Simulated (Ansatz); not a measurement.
Trial structure of CaRuC₄N₄, not yet relaxed:

```cif
data_structure
_symmetry_space_group_name_H-M 'P-43m'
_symmetry_Int_Tables_number 215
_cell_length_a 6.0749
_cell_length_b 6.0749
_cell_length_c 6.0749
_cell_angle_alpha 90.000
_cell_angle_beta 90.000
_cell_angle_gamma 90.000
_cell_volume 224.19
loop_
_atom_site_label
_atom_site_type_symbol
_atom_site_symmetry_multiplicity
_atom_site_Wyckoff_symbol
_atom_site_fract_x
_atom_site_fract_y
_atom_site_fract_z
_atom_site_occupancy
Ca1 Ca 1 a 0.00000 0.00000 0.00000 1
Ru1 Ru 1 b 0.50000 0.50000 0.50000 1
C1 C 4 e 0.20015 0.20015 0.20015 1
N1 N 4 e 0.31135 0.31135 0.31135 1
```

Computed with DFT PBE, scalar-relativistic, plane waves, PAW (Ansatz). Settings: cutoff 420 eV, Γ-centred mesh 4×4×4 on the computed 10-atom cell, Gaussian smearing of 0.10 eV; collinear spin from starting moments 0.0 1.0 0.0 0.0 0.0 0.0 0.0 0.0 0.0 0.0 μB.

Formation energies are uncorrected and refer to the elements' standard structures at the same level (N₂ as a molecule).

Task: What does a single point on this coarse mesh give?

Result: The pressure is 9.4 GPa (it wants to expand), the largest force is 3.13 eV/Å, and the energy is +0.74 eV/atom against the elements. The shortest distance is 1.17 Å.

Task: Is it a good guess?

Result: A rough one: relaxing gains about 0.26 eV/atom (the start's value is from the coarse mesh, so the gain is rough) in 11 ionic steps and ends at +0.48 eV/atom on the finer mesh. The symmetry stays P-43m (No. 215). The volume per atom grows by 24.4 %, from 22.4 to 27.9 Å³. The shortest distance goes from 1.17 Å (C–N) to 1.18 Å (C–N). Conventional cell: a = 6.534 Å. Ca is surrounded by 4 C at 2.49 Å; Ru has 4 N at 1.99 Å; around C lie 1 N at 1.18 Å and 1 Ca at 2.49 Å; around N lie 1 C at 1.18 Å and 1 Ru at 1.99 Å.

The last run used collinear spin, a 6×6×6 mesh for its 10-atom cell and Gaussian smearing of 0.10 eV. The reference form of C is held partly by dispersion forces, which this level lacks. Another magnetic order may lie lower. The relaxation can't lower the symmetry of the start, and the grade says only how near the guess is to its own end. Symmetry constrained the relaxation, so the result can be a saddle point.
